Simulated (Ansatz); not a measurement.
**Ga4Sb3N (ordering on wurtzite) by several functionals**

All numbers come from Ansatz 0.2.0. The calculation is non-magnetic, and the structure need not be a phase that has been made.

Structure: Ga4Sb3N as one 8-atom ordering (P3m1) on the wurtzite lattice, at its r2SCAN minimum. The symmetry is P3m1 (No. 156, trigonal); a = 4.097 Å, c = 13.436 Å in the conventional setting, 24.41 Å³ an atom. N is surrounded by 4 Ga at 1.92–2.40 Å; Sb is surrounded by 4 Ga at 2.58–2.65 Å; Sb is surrounded by 4 Ga at 2.62 Å; Sb is surrounded by 4 Ga at 2.57–2.68 Å; Ga is surrounded by 1 N at 1.92 Å and 3 Sb at 2.62 Å; Ga is surrounded by 4 Sb at 2.57–2.65 Å; Ga is surrounded by 4 Sb at 2.58–2.62 Å; Ga is surrounded by 3 N at 2.40 Å and 1 Sb at 2.68 Å.

```cif
data_structure
_symmetry_space_group_name_H-M 'P 1'
_symmetry_Int_Tables_number 1
_cell_length_a 4.0969
_cell_length_b 4.0969
_cell_length_c 13.4365
_cell_angle_alpha 90.000
_cell_angle_beta 90.000
_cell_angle_gamma 120.000
_cell_volume 195.31
loop_
_atom_site_label
_atom_site_type_symbol
_atom_site_fract_x
_atom_site_fract_y
_atom_site_fract_z
_atom_site_occupancy
N1 N 0.66667 0.33333 0.99643 1
Sb1 Sb 0.66667 0.33333 0.49870 1
Sb2 Sb 0.33333 0.66667 0.76989 1
Sb3 Sb 0.33333 0.66667 0.22734 1
Ga1 Ga 0.66667 0.33333 0.85351 1
Ga2 Ga 0.66667 0.33333 0.30156 1
Ga3 Ga 0.33333 0.66667 0.57476 1
Ga4 Ga 0.33333 0.66667 0.02782 1
```

Relaxed lattice by functional, symmetry kept:
```json
{"functional": "PBE", "k mesh": "12×12×2", "a (Å)": "4.149", "c (Å)": "13.621", "volume (Å³/atom)": "25.38"}
{"functional": "r2SCAN", "k mesh": "6×6×2", "a (Å)": "4.097", "c (Å)": "13.436", "volume (Å³/atom)": "24.41"}
```

On this one geometry the levels give:
```json
{"level": "PBE", "k mesh": "12×12×2", "gap (eV)": "none (overlap 0.59)", "kind": "–", "edges": "–", "least direct gap (eV)": "–", "rough cost": "70 core-seconds"}
{"level": "PBE+SOC", "k mesh": "12×12×2", "gap (eV)": "none (overlap 0.37)", "kind": "–", "edges": "–", "least direct gap (eV)": "–", "rough cost": "9 core-minutes"}
{"level": "r2SCAN", "k mesh": "12×12×2", "gap (eV)": "none (overlap 0.61)", "kind": "–", "edges": "–", "least direct gap (eV)": "–", "rough cost": "100 core-seconds"}
```
All runs use a smearing of 0.02 eV.
Wave cutoffs: 420 eV, 500 eV (r2SCAN).
Points off the special ones are mesh points or PBE's searched band edges, reused at the other levels.
Costs come from shared machines and give only the order; PBE's includes the band path. The runs had 4 threads of Arm Neoverse V2, with other jobs on the host.

r2SCAN gives no gap: the lowest nominally empty band dips 0.61 eV below the top of the last filled one (its bottom at K–Γ (0.70 of the way from K), the top at Γ), so the cell is a metal or semimetal at this level. With PBE+SOC the bands overlap by 0.37 eV (counted from 1, band 102 peaks at Γ and band 103 bottoms out at K–Γ (0.70 of the way from K)): no gap.

No level opens a gap, but no hybrid is among them, and semilocal functionals can close a real gap.

Only the levels marked +SOC include spin-orbit coupling.
